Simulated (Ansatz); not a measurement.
Start of a relaxation of Ge3Cl:

```cif
data_structure
_symmetry_space_group_name_H-M 'P6_3/mmc'
_symmetry_Int_Tables_number 194
_cell_length_a 6.8650
_cell_length_b 6.8650
_cell_length_c 5.6570
_cell_angle_alpha 90.000
_cell_angle_beta 90.000
_cell_angle_gamma 120.000
_cell_volume 230.89
loop_
_atom_site_label
_atom_site_type_symbol
_atom_site_symmetry_multiplicity
_atom_site_Wyckoff_symbol
_atom_site_fract_x
_atom_site_fract_y
_atom_site_fract_z
_atom_site_occupancy
Ge1 Ge 6 h 0.33310 0.16655 0.75000 1
Cl1 Cl 2 d 0.66667 0.33333 0.25000 1
```

Computed with Ansatz, DFT PBE, scalar-relativistic, plane waves, PAW. Cutoff 420 eV, Gaussian smearing, Γ-centred meshes. Cell and atoms relax first on a coarse mesh and then on a finer one. In between, the cell is made exact in the group found at 0.06 Å. In metals the finer mesh still leaves noise of several meV/atom or more. The steps can't lower the symmetry of their start. No spin polarisation.

A guess keeps its type if space group and coordination stay and the shape of the cell changes little (axis ratios within about 15 %, angles within 6°); the volume may change.

Problem. Does it keep its structure type, or change into something else?

Solution. It doesn't keep its type. The symmetry stays P6_3/mmc (No. 194). The volume per atom shrinks by 18.9 %, from 28.9 to 23.4 Å³. The shortest distance goes from 3.43 Å (Ge–Ge) to 2.67 Å (Ge–Ge). The ratio c/a of the conventional cell changes by a factor of 0.59. Counting neighbours within 15 % of an atom's shortest distance, the start has Cl 12, Ge 12 and the end Cl 6, Ge 4. In detail, at the end around Ge lie 4 Ge at 2.67 Å, 2 Cl at 3.10 Å, 2 Ge at 3.33 Å, 2 Ge at 3.71 Å and 2 Cl at 3.83 Å; Cl has 6 Ge at 3.10 Å, 2 Cl at 3.71 Å and 6 Ge at 3.83 Å.

```
Ge Cl
1.0
     7.63793    0.00000    0.00000
    -3.81896    6.61464    0.00000
     0.00000    0.00000    3.70844
Ge Cl
6 2
Direct
  0.29027 0.14513 0.75000
  0.85487 0.14513 0.75000
  0.85487 0.70973 0.75000
  0.70973 0.85487 0.25000
  0.14513 0.85487 0.25000
  0.14513 0.29027 0.25000
  0.66667 0.33333 0.25000
  0.33333 0.66667 0.75000
```

The last run used a 6×6×10 mesh (in the run's order of axes) for its 8-atom cell and Gaussian smearing of 0.10 eV. Symmetry constrained the relaxation, so the result can be a saddle point.
